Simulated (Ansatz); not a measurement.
# EuFe (CsCl-type structure)

Method: PBEsol, scalar-relativistic; collinear spin; PAW, 420 eV, Γ-centred 8×8×8 mesh, 0.05 eV Gaussian smearing; code Ansatz; PAW files: Ansatz's generated set soft_2.

```yaml
crystal:
  lattice:
    - [3.39743, 0.00000, 0.00000]
    - [0.00000, 3.39743, 0.00000]
    - [0.00000, 0.00000, 3.39743]
  atoms:
    - { symbol: Eu, position: [0.00000, 0.00000, 0.00000] }
    - { symbol: Fe, position: [0.50000, 0.50000, 0.50000] }
```

The structure was built from a prototype; whether the compound forms in it isn't claimed.

Magnetic state: ferrimagnetic, site spin moments Eu 6.67; Fe -2.42 μB.

Cell and atoms are those of this level's equilibrium.

The cell has space group Pm-3m (read at 0.01 Å). In it the stress is 0.01, 0.01, 0.01, 0.00, 0.00, 0.00 GPa and the largest force component 0.000 eV/Å. Each change below starts from this cell, without further relaxation. Stress is in GPa, positive in compression, in the order xx, yy, zz, yz, xz, xy; energies are counted from the cell above and are free energies with the smearing's entropy, which match forces and stress in a metal.

**Question.** What happens when atom 2 (Fe) is moved by 0.05 Å along y?

**Answer.** The energy changes by 3.9 meV per cell, and the force on it along the shift is -0.157 eV/Å (−F/u = 3.13 eV/Å²). Stress: 0.05, 0.02, 0.05, 0.00, 0.00, 0.00.
```tsv
atom	Fx (eV/Å)	Fy	Fz
Eu1	0.000	0.157	0.000
Fe2	0.000	-0.157	0.000
```
In a harmonic crystal the energy would rise by −½F·u = ½ × 3.13 × 0.05² eV = 3.9 meV, which matches.

**Question.** What stress follows from an engineering strain of -2 % in xy, atoms carried along?

**Answer.** -0.02, -0.02, 0.03, 0.00, 0.00, 0.36 GPa; the energy changes by 0.9 meV per cell.
The change of the stress over the strain gives a clamped-atom stiffness of about 17.8 GPa for this component.

Without a U the 4f levels of Eu lie too near the Fermi level, so their share of the states there, and what hangs on it, is overstated. Scalar-relativistic only: spin–orbit splittings of the heavy atoms' levels are missing. The run wasn't fully tested for a lower electronic state. Site moments are of spin, integrated over atomic spheres. The antiparallel order was set by the start and isn't a prediction.
